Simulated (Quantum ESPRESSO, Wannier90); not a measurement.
## SrHI (P4/nmm): Wannier90 run

Materials Project entry mp-24205; symmetrised, unrelaxed at this level. COD (Crystallography Open Database) has an entry of this formula and space group (matched by these alone). Method: PBEsol plane waves in Quantum ESPRESSO 7.5 (PseudoDojo norm-conserving files, 58 Ry, spinors with spin-orbit coupling), Bloch states on a 4×4×4 mesh through Γ, Wannier90 4.0.1. Density: 8×8×4 mesh, cold smearing 0.01 Ry. The cell is built of weakly bound layers, chains or molecules, whose nearest atoms lie 4.53 Å apart. Database cells relaxed without dispersion often hold them too far apart, which can enlarge gaps and weakens couplings between them; spacing and stacking were not compared with the measured crystal.

On the energy scale of pw.x, whose zero is arbitrary, the valence-band maximum lies at 4.09 eV.

Input w.win:

```
num_bands = 4
num_wann = 4
exclude_bands = 5-84
spinors = true
num_iter = 1000
conv_tol = 1.0e-6
conv_window = 4
write_hr = true
write_u_matrices = true
auto_projections = true
begin unit_cell_cart
ang
    4.2895700000    0.0000000000    0.0000000000
    0.0000000000    4.2895700000    0.0000000000
    0.0000000000    0.0000000000    9.0978100000
end unit_cell_cart
begin atoms_frac
Sr   0.0000000000  0.5000000000  0.1446800000
Sr   0.5000000000  0.0000000000 -0.1446800000
H    0.5000000000  0.5000000000  0.0000000000
H    0.0000000000  0.0000000000  0.0000000000
I    0.0000000000  0.5000000000 -0.3152300000
I    0.5000000000  0.0000000000  0.3152300000
end atoms_frac
mp_grid = 4 4 4
begin kpoints
0.0000000000 0.0000000000 0.0000000000
0.0000000000 0.0000000000 0.2500000000
0.0000000000 0.0000000000 0.5000000000
... (61 more lines: the 4x4x4 mesh through Gamma)
end kpoints
```

Input of pw2wannier90.x that gives the overlap and projection files (equivalent; here they were cut from one run over all bands):

```
&inputpp
  outdir = './out'
  prefix = 'pwscf'
  seedname = 'w'
  write_amn = .true.
  write_mmn = .true.
  atom_proj = .true.
  atom_proj_exclude = 3 4 5 6 7 8 9 10 13 14 15 16 17 18 19 20 21 22 23 24 25 26 27 28 29 30 31 32 33 34 35 36 37 38 39 40
/
```

Output w.wout (banner and timings cut):

```
                                    ------
                                    SYSTEM
                                    ------

                              Lattice Vectors (Ang)
                    a_1     4.289570   0.000000   0.000000
                    a_2     0.000000   4.289570   0.000000
                    a_3     0.000000   0.000000   9.097810

                   Unit Cell Volume:     167.40344  (Ang^3)

                        Reciprocal-Space Vectors (Ang^-1)
                    b_1     1.464759   0.000000   0.000000
                    b_2     0.000000   1.464759   0.000000
                    b_3     0.000000   0.000000   0.690626

 *----------------------------------------------------------------------------*
 |   Site       Fractional Coordinate          Cartesian Coordinate (Ang)     |
 +----------------------------------------------------------------------------+
 | sr   1   0.00000   0.50000   0.14468   |    0.00000   2.14479   1.31627    |
 | sr   2   0.50000   0.00000  -0.14468   |    2.14479   0.00000  -1.31627    |
 | h    1   0.50000   0.50000   0.00000   |    2.14479   2.14479   0.00000    |
 | h    2   0.00000   0.00000   0.00000   |    0.00000   0.00000   0.00000    |
 | i    1   0.00000   0.50000  -0.31523   |    0.00000   2.14479  -2.86790    |
 | i    2   0.50000   0.00000   0.31523   |    2.14479   0.00000   2.86790    |
 *----------------------------------------------------------------------------*
                                ------------
                                K-POINT GRID
                                ------------

             Grid size =  4 x  4 x  4      Total points =   64

 *---------------------------------- MAIN ------------------------------------*
 |  Number of Wannier Functions               :                 4             |
 |  Number of Objective Wannier Functions     :                 4             |
 |  Number of input Bloch states              :                 4             |
 |  Output verbosity (1=low, 5=high)          :                 1             |
 |  Timing Level (1=low, 5=high)              :                 1             |
 |  Optimisation (0=memory, 3=speed)          :                 3             |
 |  Length Unit                               :               Ang             |
 |  Post-processing setup (write *.nnkp)      :                 F             |
 |  Using Gamma-only branch of algorithms     :                 F             |
 *----------------------------------------------------------------------------*
 *------------------------------- WANNIERISE ---------------------------------*
 |  Total number of iterations                :              1000             |
 |  Number of CG steps before reset           :                 5             |
 |  Trial step length for line search         :             2.000             |
 |  Convergence tolerence                     :         0.100E-05             |
 |  Convergence window                        :                 4             |
 |  Iterations between writing output         :                 1             |
 |  Iterations between backing up to disk     :               100             |
 |  Write r^2_nm to file                      :                 F             |
 |  Write xyz WF centres to file              :                 F             |
 |  Write on-site energies <0n|H|0n> to file  :                 F             |
 |  Use guiding centre to control phases      :                 F             |
 |  Use phases for initial projections        :                 F             |
 *----------------------------------------------------------------------------*
 *-------------------------------- PLOTTING ----------------------------------*
 |  Plotting Hamiltonian in WF basis          :                 T             |
 *----------------------------------------------------------------------------*

       ... (k-mesh section left out)

 Starting a new Wannier90 calculation ...

 Reading overlaps from w.mmn

 Reading projections from w.amn

 *------------------------------- WANNIERISE ---------------------------------*
 +--------------------------------------------------------------------+<-- CONV
 | Iter  Delta Spread     RMS Gradient      Spread (Ang^2)            |<-- CONV
 +--------------------------------------------------------------------+<-- CONV

 ------------------------------------------------------------------------------
 Initial State
  WF centre and spread    1  (  0.000000,  2.144785,  1.320212 )     0.58857078
  WF centre and spread    2  (  0.000000,  2.144785,  1.320212 )     0.58857078
  WF centre and spread    3  (  2.144785,  0.000000, -1.320212 )     0.58857078
  WF centre and spread    4  (  2.144785,  0.000000, -1.320212 )     0.58857078
  Sum of centres and spreads (  4.289570,  4.289570, -0.000000 )     2.35428313

      0     0.235E+01     0.0000000000        2.3542831287  <-- CONV
        O_D=      0.0000000 O_OD=      0.0000004 O_TOT=      2.3542831 <-- SPRD
 ------------------------------------------------------------------------------
      1    -0.187E-13     0.0000013326        2.3542831287  <-- CONV
        O_D=      0.0000000 O_OD=      0.0000004 O_TOT=      2.3542831 <-- SPRD
      2    -0.360E-13     0.0000013260        2.3542831287  <-- CONV
        O_D=      0.0000000 O_OD=      0.0000004 O_TOT=      2.3542831 <-- SPRD
      3    -0.524E-13     0.0000013128        2.3542831287  <-- CONV
        O_D=      0.0000000 O_OD=      0.0000004 O_TOT=      2.3542831 <-- SPRD
      4    -0.169E-11     0.0000012933        2.3542831287  <-- CONV
        O_D=      0.0000000 O_OD=      0.0000004 O_TOT=      2.3542831 <-- SPRD
             <<<     Delta < 1.000E-06  over  4 iterations     >>>
             <<< Wannierisation convergence criteria satisfied >>>
 Final State
  WF centre and spread    1  (  0.000000,  2.144785,  1.320212 )     0.58857078
  WF centre and spread    2  (  0.000000,  2.144785,  1.320212 )     0.58857078
  WF centre and spread    3  (  2.144785,  0.000000, -1.320212 )     0.58857078
  WF centre and spread    4  (  2.144785,  0.000000, -1.320212 )     0.58857078
  Sum of centres and spreads (  4.289570,  4.289570, -0.000000 )     2.35428313

         Spreads (Ang^2)       Omega I      =     2.354282771
        ================       Omega D      =     0.000000000
                               Omega OD     =     0.000000358
    Final Spread (Ang^2)       Omega Total  =     2.354283129
```
